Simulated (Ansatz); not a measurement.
# NaLaMnMoO6: changing the choice of potentials or basis

```cif
data_structure
_symmetry_space_group_name_H-M 'C2/c'
_symmetry_Int_Tables_number 15
_cell_length_a 7.5891
_cell_length_b 7.6985
_cell_length_c 8.2204
_cell_angle_alpha 90.000
_cell_angle_beta 90.322
_cell_angle_gamma 90.000
_cell_volume 480.27
loop_
_atom_site_label
_atom_site_type_symbol
_atom_site_symmetry_multiplicity
_atom_site_Wyckoff_symbol
_atom_site_fract_x
_atom_site_fract_y
_atom_site_fract_z
_atom_site_occupancy
Na1 Na 4 e 0.50000 0.99360 0.75000 1
La1 La 4 e 0.50000 0.48761 0.75000 1
Mn1 Mn 4 d 0.25000 0.25000 0.50000 1
Mo1 Mo 4 c 0.25000 0.75000 0.50000 1
O1 O 8 f 0.29753 0.75450 0.73247 1
O2 O 8 f 0.49934 0.21940 0.54832 1
O3 O 8 f 0.79696 0.99798 0.49934 1
```

The cell comes from a database or a generator and needn't be the stable form of this composition.

Kept alike: task single point; functional PBE; k mesh 5 × 5 × 4; occupations fermi-dirac, width 0.05 eV; collinear spin, ferromagnetic start. Program: Ansatz. Cutoffs run from 900 to 1800 eV. The mesh is that of the run's cell of 20 atoms. No spin-orbit coupling.

| choice of potentials or basis | pressure (GPa) | moment of the cell (μB) |
| --- | --- | --- |
| Ansatz NC | 0.01 | 6.91 |
| Ansatz PAW (files of its older set among them) | 0.00 | 6.82 |
| JTH PAW | 0.60 | 6.83 |
| PseudoDojo standard (PBE files) | 0.03 | 7.06 |
| SPMS NC | 0.44 | 7.05 |

Pressure is positive in compression, with a Pulay correction for the finite cutoff. For a metal such a mesh leaves the last digits unconverged. The runs hold the magnetic state that their start led to, which needn't be the lowest.

Question: What does the choice of potentials or basis change here?

Answer: The pressure runs from 0.00 (Ansatz PAW (files of its older set among them)) to 0.60 GPa (JTH PAW). The moment of the cell runs from 6.82 (Ansatz PAW (files of its older set among them)) to 7.06 μB (PseudoDojo standard (PBE files)).
